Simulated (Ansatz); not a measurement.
HgF2:
```yaml
crystal:
  lattice:
    - [0.00000, 2.76739, 2.76739]
    - [2.76739, 0.00000, 2.76739]
    - [2.76739, 2.76739, 0.00000]
  atoms:
    - { symbol: Hg, position: [0.00000, 0.00000, 0.00000] }
    - { symbol: F, position: [0.75000, 0.75000, 0.75000] }
    - { symbol: F, position: [0.25000, 0.25000, 0.25000] }
```

DFT-r²SCAN+D4 in the program Ansatz with PAW potentials gives a gap of 1.50 eV without spin–orbit coupling, maximum at Γ, minimum at Γ.

What happens when spin–orbit coupling is switched on?

The gap decreases by 0.43 eV, to 1.07 eV; maximum at Γ, minimum at Γ.

Give the electron effective mass with spin–orbit coupling.

0.31 mₑ (isotropic).

Give the hole effective mass with spin–orbit coupling.

2.2 mₑ (isotropic).

Space group Fm-3m (fluorite). The first step of the workflow began from a Materials Project structure, measured or hypothetical; the Crystallography Open Database files this formula in space group No. 225, but the cells were not matched. Its standing as an ambient phase is unchecked. The cell was relaxed with r²SCAN+D4 under the symmetry of its start; whether a distortion lowers the energy is not shown.

Potentials: the later of the program's two PAW sets.
